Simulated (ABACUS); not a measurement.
Input and output of a self-consistent single point for 2 x 2 x 1 supercell of TaSi2 (TaSi₂, 36 atoms in the cell; host: space group no. 181; from Materials Project mp-11192) (ABACUS).

Computed with LDA (PW92), numerical atomic orbitals SZP (confined pseudo-atomic orbitals with Gaussian additions; energy shift 0.01 Ry), PseudoDojo 0.4 standard norm-conserving LDA (tails mended) pseudopotentials run with ABACUS.

```xyz
36
Lattice="9.5676 0.0000 0.0000 -4.7838 8.2858 0.0000 0.0000 0.0000 6.5528" Properties=species:S:1:pos:R:3 pbc="T T T"
Ta    -1.1959     2.0714     2.1843
Ta    -3.5878     6.2143     2.1843
Ta     3.5878     2.0714     2.1843
Ta     1.1959     6.2143     2.1843
Ta     2.3919     0.0000     0.0000
Ta     0.0000     4.1429     0.0000
Ta     7.1757     0.0000     0.0000
Ta     4.7838     4.1429     0.0000
Ta     1.1959     2.0714     4.3685
Ta    -1.1959     6.2143     4.3685
Ta     5.9797     2.0714     4.3685
Ta     3.5878     6.2143     4.3685
Si     2.3919     2.8305     0.0000
Si     0.0000     6.9734     0.0000
Si     7.1757     2.8305     0.0000
Si     4.7838     6.9734     0.0000
Si    -1.2553     3.4867     4.3685
Si    -3.6472     7.6296     4.3685
Si     3.5285     3.4867     4.3685
Si     1.1366     7.6296     4.3685
Si     1.1366     0.6562     2.1843
Si    -1.2553     4.7991     2.1843
Si     5.9203     0.6562     2.1843
Si     3.5285     4.7991     2.1843
Si     0.0000     1.3124     0.0000
Si    -2.3919     5.4553     0.0000
Si     4.7838     1.3124     0.0000
Si     2.3919     5.4553     0.0000
Si     3.6472     0.6562     4.3685
Si     1.2553     4.7991     4.3685
Si     8.4310     0.6562     4.3685
Si     6.0391     4.7991     4.3685
Si     1.2553     3.4867     2.1843
Si    -1.1366     7.6296     2.1843
Si     6.0391     3.4867     2.1843
Si     3.6472     7.6296     2.1843
```

Reference input (self-consistent single point, DFT, LDA (PW92), numerical atomic orbitals DZP (confined pseudo-atomic orbitals with Gaussian additions; energy shift 0.01 Ry), PseudoDojo 0.4 standard norm-conserving LDA (tails mended) pseudopotentials): basis = DZP numerical atomic orbitals, energy shift 0.01 Ry; KPT = MP 3 3 3 0 0 0; basis_type = lcao; dft_functional = PWLDA; ecutwfc = 100 Ry; smearing_method = fd; smearing_sigma = 0.00734986 Ry; potentials = PseudoDojo 0.4 standard norm-conserving LDA (tails mended); symmetry = 1; symmetry_prec = 1e-05; ks_solver = genelpa; scf_nmax = 100. This run's input differs from it in these lines:

```diff
@@ -27,4 +27,4 @@
 NUMERICAL_ORBITAL
-Ta_lda_7.5au_3s2p2d1f.orb
-Si_lda_6.9au_2s2p1d.orb
+Ta_lda_7.5au_2s2p1d1f.orb
+Si_lda_6.9au_1s1p1d.orb
```

Output, abridged:

```
 SELF-CONSISTENT
 -------------------------------------------

                  longest orb rcut (Bohr) = 7.5
   longest nonlocal projector rcut (Bohr) = 2.3
                     search radius (Bohr) = 19.6

                          real space grid = [ 120, 120, 80 ]

                                 init_chg = atomic

 LCAO ALGORITHM --------------- ION=   1  ELEC=   1--------------------------------

 Density error is 0.0568168918813
 E_KohnSham     -1769.3431312737     -24073.1483024842
 E_Fermi        1.1075683919         15.0692410539

 LCAO ALGORITHM --------------- ION=   1  ELEC=   2--------------------------------

   [... lines left out ...]

   [... 4 blocks of this kind left out ...]

 LCAO ALGORITHM --------------- ION=   1  ELEC=   7--------------------------------

 Density error is 1.57417782294e-06
 E_KohnSham     -1769.3730712073     -24073.5556561790
 E_Fermi        1.0951107851         14.8997466191

 LCAO ALGORITHM --------------- ION=   1  ELEC=   8--------------------------------

 Density error is 9.54742649352e-08
 E_KohnSham     -1769.3730712075     -24073.5556561819
 E_KS(sigma->0) -1769.3547610175     -24073.3065332665
 E_entropy(-TS) -0.0366203800        -0.4982458309
 E_Fermi        1.0951106583         14.8997448940
 charge density convergence is achieved
 final etot is -24073.555656 eV
 EFERMI = 14.899744894 eV

 STATE ENERGY(eV) AND OCCUPATIONS    NSPIN == 1
   [... 149 lines left out ...]

 TOTAL-FORCE (eV/Angstrom)
                       Ta1         0.0000000000         0.0000000000         0.0000000000
                       Ta2         0.0000000000         0.0000000000         0.0000000000
                       Ta3         0.0000000000         0.0000000000         0.0000000000
                       Ta4         0.0000000000         0.0000000000         0.0000000000
                       Ta5         0.0000000000         0.0000000000         0.0000000000
   [... 27 lines left out ...]
                      Si21        -0.2760964362        -0.1594043645         0.0000000000
   [... lines left out ...]

 TOTAL-STRESS (KBAR)
       -26.8633559040         0.0000000000         0.0000000000
         0.0000000000       -26.8633515773        -0.0000000000
         0.0000000000         0.0000000000       -16.2417445206
 TOTAL-PRESSURE: -23.322817 KBAR

 --------------------------------------------
 !FINAL_ETOT_IS -24073.5556561819357739 eV
 --------------------------------------------
```

The run converged in 8 iterations. Against the reference run the free energy goes up by 126 meV/atom, the pressure goes from -4.79 to -2.33 GPa and the largest force goes from 0.154 to 0.319 eV/Å.

The atom-centred basis is finite, which shifts total energies, pressures and forces against plane waves. A single-zeta basis is rough, for pressures and forces above all. This run is one point of a test of settings, so its values need not be converged; read them against the reference run alone. The structure comes from a collection of computed structures, made at another level of theory; the collection holds predicted forms beside known ones. The cell is neutral and was run without spin polarisation; atoms start from ideal sites unless a change or a relaxation is shown. No clean gap shows at this smearing width and mesh (spacing up to 0.32 Å⁻¹); the mesh is coarse for partly filled bands, so the values carry mesh errors.

Cost on one core: about 80 core-seconds (a rough figure).

The atomic orbitals were generated for these runs; they are not ABACUS's published sets and were checked against plane waves on a few crystals only.

“Tails mended”: in these copies of the files the far tail of each local potential was reset to the Coulomb form.
